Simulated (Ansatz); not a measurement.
**Sc: frozen-core PAW against all-electron methods**

```yaml
crystal:
  lattice:
    - [3.30880, 0.00000, 0.00000]
    - [-1.65440, 2.86550, 0.00000]
    - [0.00000, 0.00000, 5.26800]
  atoms:
    - { symbol: Sc, position: [0.33333, 0.66667, 0.25000] }
    - { symbol: Sc, position: [0.66667, 0.33333, 0.75000] }
```

Atoms are numbered in the order listed.

The geometry is COD entry 9011704, unchecked; take it as a test cell.

All numbers are computed: DFT, LDA, PAW with Ansatz's default frozen-core files, scalar-relativistic (Ansatz 0.2.0); DFT, LDA, all-electron LAPW, scalar-relativistic (Ansatz 0.2.0).

For PAW: a Γ-centred 13×13×7 k mesh, Fermi–Dirac smearing of 0.03 eV, cutoff 420 eV, no spin polarisation; the PAW files were made with PBE, and the program remakes their frozen cores for this functional. LAPW targets a basis error of 0.5 meV/atom. The Ansatz runs share mesh, smearing and spin set-up. Plane-wave (PAW) pressures include the program's estimate of the Pulay term.

Stress and pressure are positive in compression.

Levels count from the Fermi level.

PAW results:

```csv
quantity,PAW
pressure (GPa),-5.30
stress xx (GPa),-4.69
stress zz (GPa),-6.51
highest filled level at Γ (eV),-1.677
lowest empty level at Γ (eV),0.510
highest filled level at L (eV),-1.469
lowest empty level at L (eV),0.038
```

(1) What does LAPW (all electrons) give for the same quantities?

Results:

(1) 
```csv
quantity,LAPW
pressure (GPa),-5.29
stress xx (GPa),-4.68
stress zz (GPa),-6.50
highest filled level at Γ (eV),-1.678
lowest empty level at Γ (eV),0.513
highest filled level at L (eV),-1.469
lowest empty level at L (eV),0.038
```
